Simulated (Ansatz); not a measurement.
CoNiN2 in space group R-3m (No. 166; Co on 3b, Ni on 3a, N on 6c), PBEsol in the plane-wave PAW code Ansatz, all energies at zero smearing, with the estimated change up to a 700 eV cutoff added, with one set of potentials and settings (totals compare only within such a set). Cell of 4 atoms (1 Co, 1 Ni, 2 N): -11653.607 eV.

```tsv
element	reference phase	E (eV/atom)
Co	P6_3/mmc, 2 atoms in the cell, spin-polarised	-5093.0002
Ni	Fm-3m, 1 atoms in the cell, spin-polarised	-5804.9838
N	Pa-3, 8 atoms in the cell	-378.4910
```

Formation energy per atom, worked out: (-11653.607 − 1×(-5093.0002) − 1×(-5804.9838) − 2×(-378.4910))/4 = 0.340 eV/atom (33 kJ per mol of atoms), at 0 K, without zero-point energy or fitted corrections.

The start of the workflow was typed in or built on a structure type; neither database checked (COD, Materials Project) lists it. Whether it is the stable phase at ambient conditions was not checked. The cell was relaxed with PBEsol under the symmetry of its start; whether a distortion lowers the energy is not shown. The workflow began spin-polarised and lost its moments. Its formation energy is positive at this level, so the cell may be metastable or incomplete. The references are the lowest solids computed at this level, not always the standard phases (solids in place of the gases).

Potentials: the earlier of the program's two PAW sets. The files were generated under PBE; for other functionals the program regenerates the frozen cores, and for LDA and PBEsol the local potential too.
